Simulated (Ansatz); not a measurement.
Method: Ansatz 0.2.0, DFT PBE, scalar-relativistic, plane waves, PAW. Settings: cutoff 420 eV, Γ-centred meshes spaced at most about 0.3 Å⁻¹, and about 0.25 Å⁻¹ or finer for metals (2π included), Gaussian smearing. No spin polarisation in the final relaxations.

Temperature and zero-point effects are left out.

Two relaxed structures of Sn₃Te₂O:

A. Space group R-3m (No. 166), trigonal, a = 6.742 Å, c = 11.650 Å. Sn is surrounded by 2 O at 2.75 Å, 2 Te at 3.09 Å, 4 Sn at 3.37 Å and 4 Te at 3.68 Å; Te is surrounded by 1 Te at 2.97 Å and 3 Sn at 3.09 Å; O has 6 Sn at 2.75 Å.

B. Space group P6/mmm (No. 191), hexagonal, a = 6.765 Å, c = 4.885 Å. Sn has 4 Te at 3.13 Å, 4 Sn at 3.38 Å and 4 O at 4.17 Å; Te is surrounded by 6 Sn at 3.13 Å, 3 O at 3.91 Å and 3 Te at 3.91 Å; O is surrounded by 6 Te at 3.91 Å and 12 Sn at 4.17 Å (long contacts).

Task: Which would you expect to be lower, and how large is the difference?

Result: A is lower, by 0.67 eV/atom. A has space group R-3m (No. 166), 25.5 Å³/atom and no gap on its mesh; B has space group P6/mmm (No. 191), 32.3 Å³/atom and no gap. The shortest distance is 2.75 Å (Sn–O) in A and 3.13 Å (Sn–Te) in B. A holds Te–Te pairs (shortest 2.97 Å); in B the shortest Te–Te distance is 3.91 Å. The denser one is the lower, and pressure would at first widen the difference. Both come from invented guesses.

These runs have no spin–orbit coupling, which can matter for Te. A magnetic state wasn't ruled out in cells without spin, among them P6/mmm. Cells relaxed within their symmetry can be saddle points.
